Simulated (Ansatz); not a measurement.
LiCl:
```yaml
crystal:
  lattice:
    - [0.00000, 2.48211, 2.48211]
    - [2.48211, 0.00000, 2.48211]
    - [2.48211, 2.48211, 0.00000]
  atoms:
    - { symbol: Li, position: [0.00000, 0.00000, 0.00000] }
    - { symbol: Cl, position: [0.50000, 0.50000, 0.50000] }
```

x, y and z are the axes in which the lattice vectors are written.

### Question
Give the high-frequency dielectric tensor and the Born effective charge tensors of the independent atoms from DFPT, plane-wave PAW LDA (Ansatz code).

### Answer

ε∞:
```
3.18  0.00  0.00
0.00  3.18  0.00
0.00  0.00  3.18
```
Z* of atom 1 (Li), rows: field, columns: displacement, in e:
```
1.16  0.00  0.00
0.00  1.16  0.00
0.00  0.00  1.16
```
Z* of atom 2 (Cl), rows: field, columns: displacement, in e:
```
-1.16   0.00   0.00
 0.00  -1.16   0.00
 0.00   0.00  -1.16
```

Space group Fm-3m (rock salt). The cell was relaxed with LDA under the symmetry of its start.

Potentials: the earlier of the program's two PAW sets. The files were generated under PBE; for other functionals the program regenerates the frozen cores, and for LDA and PBEsol the local potential too.
